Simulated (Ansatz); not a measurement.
Here is the system:

Sn₃Ge:
```yaml
crystal:
  lattice:
    - [4.47242, 0.00000, 0.00000]
    - [0.00000, 4.47242, 0.00000]
    - [0.00000, 0.00000, 6.34671]
  atoms:
    - { symbol: Ge, position: [0.00000, 0.00000, 0.00000] }
    - { symbol: Sn, position: [0.50000, 0.00000, 0.23377] }
    - { symbol: Sn, position: [0.50000, 0.50000, 0.50000] }
    - { symbol: Sn, position: [0.00000, 0.50000, 0.76623] }
```

This is the PBEsol-relaxed structure.

Problem. All from plane-wave PAW PBEsol (Ansatz code), unless another level is named. Predict the electronic character.

Solution. metallic (no gap).

Problem. What about the formation energy from the elements (no fitted shifts)?

Solution. 0.057 eV/atom.

Problem. Next, the density of states at the Fermi level?

Solution. 0.06 states/eV per atom (mean over ±0.08 eV).

Problem. Predict the gap with spin–orbit coupling.

Solution. none (metallic).

Space group P-4m2. The start of the workflow was typed in or built on a structure type; neither database checked (COD, Materials Project) lists it. Its standing as an ambient phase is unchecked. Symmetry was held in the PBEsol relaxation; its stability against distortions is not shown here. The references are the lowest solids computed at this level, not always the standard phases. Spin–orbit coupling is left out wherever it is not named.

Potentials: the earlier of the program's two PAW sets. The files were generated under PBE; for other functionals the program regenerates the frozen cores, and for LDA and PBEsol the local potential too.
